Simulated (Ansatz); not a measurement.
Relaxed WS$_{2}$ (2H-MoS2 type, space group P6_3/mmc):

```xyz
6
Lattice="3.1700 0.0000 0.0000 -1.5850 2.7453 0.0000 0.0000 0.0000 12.4918" Properties=species:S:1:pos:R:3 pbc="T T T"
W      0.0000     1.8302     3.1229
W      1.5850     0.9151     9.3688
S      0.0000     1.8302     7.8061
S      1.5850     0.9151     1.5602
S      1.5850     0.9151     4.6857
S      0.0000     1.8302    10.9316
```

In this cell atom 6 (S, nearest neighbour W at 2.407 Å; its periodic images, 3.2 Å or more away, move with it) is moved by u·(1.000, 0.000, 0.000) + v·(0.000, 1.000, 0.000); the rest is frozen.

All values below come from r2SCAN+rVV10 (plane waves to 500 eV, PAW, scalar-relativistic; Ansatz, a first-principles code). k mesh 10×10×3 (Γ-centred), Fermi-Dirac smearing 0.05 eV. Stress and pressure are positive under compression. Spin-orbit coupling is left out, though W is heavy. WS2 is run without spin polarisation. WS2 was relaxed with its symmetry unable to fall.

Changes of P (GPa) from the point u = 0.000 Å, v = 0.000 Å when one coordinate moves alone (two changes are said to add if the coupling is within 5 % of the smaller one, nearly so within 20 %):

| point | change |
|---|---|
| u = 0.000 Å, v = -0.360 Å | 1.78 |
| u = 0.000 Å, v = -0.180 Å | 0.51 |
| u = -0.360 Å, v = 0.000 Å | 2.25 |
| u = -0.180 Å, v = 0.000 Å | 0.57 |
| u = 0.180 Å, v = 0.000 Å | 0.57 |
| u = 0.360 Å, v = 0.000 Å | 2.25 |
| u = 0.000 Å, v = 0.180 Å | 0.63 |
| u = 0.000 Å, v = 0.360 Å | 2.73 |

Do the two effects add at u = 0.360 Å, v = -0.360 Å? Give the computed change.

The sum of the single changes is 2.25 + (1.78) = 4.03; the calculation gives 5.36, so the coupling contributes 1.33 (over 20 % of the smaller single change, not additive).

(A displaced cell: forces are minus the slopes of the energy, force constants its curvatures, and phonons follow from these.)
